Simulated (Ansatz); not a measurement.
Input:

TiO$_{2}$:
```
TiO2
1.0
    5.11905     0.00000     0.00000
    0.00000     9.16956     0.00000
    0.00000     0.00000     5.43977
Ti O
8 16
Direct
  0.13797   0.37108   0.40478
  0.86203   0.62892   0.59522
  0.36203   0.62892   0.90478
  0.63797   0.37108   0.09522
  0.63797   0.12892   0.59522
  0.36203   0.87108   0.40478
  0.86203   0.87108   0.09522
  0.13797   0.12892   0.90478
  0.46470   0.26999   0.39074
  0.53530   0.73001   0.60926
  0.03530   0.73001   0.89074
  0.96470   0.26999   0.10926
  0.96470   0.23001   0.60926
  0.03530   0.76999   0.39074
  0.53530   0.76999   0.10926
  0.46470   0.23001   0.89074
  0.81578   0.01034   0.85154
  0.18422   0.98966   0.14846
  0.68422   0.98966   0.35154
  0.31578   0.01034   0.64846
  0.31578   0.48966   0.14846
  0.68422   0.51034   0.85154
  0.18422   0.51034   0.64846
  0.81578   0.48966   0.35154
```

This is the PBEsol-relaxed structure.

Q: All from DFT-PBEsol in the program Ansatz with PAW potentials, unless another level is named. Give the formation energy from the elements (no fitted shifts).

A: -3.08 eV/atom.

Q: Give the band gap.

A: 2.35 eV (direct).

Q: And the electron effective mass?

A: 0.57, 5.1, 11 mₑ (principal values).

Space group Pbca. The PBEsol relaxation kept the symmetry of its start. No spin polarisation was allowed. The references are the lowest solids computed at this level, not always the standard phases (solids in place of the gases).

Potentials: the earlier of the program's two PAW sets. The files were generated under PBE; for other functionals the program regenerates the frozen cores, and for LDA and PBEsol the local potential too.
